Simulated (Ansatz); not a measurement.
## MgAu: frozen-core PAW against all-electron methods

```
Mg Au
1.0
     3.25900    0.00000    0.00000
     0.00000    3.25900    0.00000
     0.00000    0.00000    3.25900
Mg Au
1 1
Direct
  0.50000 0.50000 0.50000
  0.00000 0.00000 0.00000
```

Atom numbers follow the list: Mg1, Au2.

The geometry is COD entry 9008804, unchecked; take it as a test cell.

Spin–orbit coupling is left out, though it moves levels of the heavy atoms by tenths of an eV or more.

Methods: DFT, LDA, PAW with Ansatz's default frozen-core files, scalar-relativistic (Ansatz 0.2.0); DFT, LDA, all-electron PAW with datasets made for the crystal, scalar-relativistic (Ansatz 0.2.0); DFT, LDA, all-electron LAPW, scalar-relativistic (Ansatz 0.2.0).

For PAW: a Γ-centred 13×13×13 k mesh, Fermi–Dirac smearing of 0.05 eV, cutoff 420 eV, no spin polarisation; the PAW files were made with PBE, and the program remakes their frozen cores for this functional. The crystal-made all-electron datasets (AE datasets) take a cutoff of 260 eV at this cell. LAPW targets a basis error of 0.25 meV/atom. The Ansatz runs share mesh, smearing and spin set-up. Plane-wave (PAW) pressures include the program's estimate of the Pulay term.

Stress and pressure are positive in compression.

Levels count from the Fermi level.

```csv
quantity,PAW,AE datasets,LAPW
pressure (GPa),-3.52,-3.49,-3.49
highest filled level at M (eV),-0.610,-0.612,-0.612
lowest empty level at M (eV),3.977,3.982,3.982
highest filled level at X (eV),-2.525,-2.525,-2.525
lowest empty level at X (eV),7.554,7.557,7.557
highest filled level at R (eV),-3.224,-3.224,-3.224
lowest empty level at R (eV),1.990,1.990,1.990
```

PAW's pressure differs from the LAPW value by -0.02 GPa. Datasets made for the crystal and LAPW share parts of one code, so their agreement isn't an independent check.
